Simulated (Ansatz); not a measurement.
This cell of La (dhcp type, space group P6_3/mmc) is off equilibrium:

```yaml
crystal:
  lattice:
    - [3.77035, 0.00000, 0.00000]
    - [-1.88518, 3.26522, 0.00000]
    - [0.00000, 0.00000, 12.08105]
  atoms:
    - { symbol: La, position: [0.00000, 0.00000, 0.00000] }
    - { symbol: La, position: [0.00000, 0.00000, 0.50000] }
    - { symbol: La, position: [0.30683, 0.69317, 0.23012] }
    - { symbol: La, position: [0.66667, 0.33333, 0.75000] }
```

Computed with PBE (plane waves to 420 eV, PAW, scalar-relativistic; Ansatz, a first-principles code). k mesh 11×11×3 (Γ-centred), Fermi-Dirac smearing 0.05 eV. Energies are smeared free energies. Compression counts positive. With partly filled bands, energies and forces of such displacements shift with the k mesh and the smearing. La is run without spin polarisation. La was relaxed with its symmetry unable to fall. The PAW data are Ansatz's earlier set.

**Question.** What forces act on the atoms (eV/Å, Cartesian)?

**Answer.** 
| atom | Fx | Fy | Fz |
|---|---|---|---|
| La1 | -0.025 | 0.014 | -0.246 |
| La2 | -0.015 | 0.009 | -0.115 |
| La3 | 0.064 | -0.037 | 0.482 |
| La4 | -0.024 | 0.014 | -0.121 |

**Question.** In it atom 3 sits (-0.150, 0.087, -0.240) Å away from its relaxed site. What is its energy relative to the relaxed cell?

**Answer.** 63 meV/cell.

(For displaced atoms, the force is minus the slope of the energy, and its curvature is a force constant, which sets phonon frequencies.)
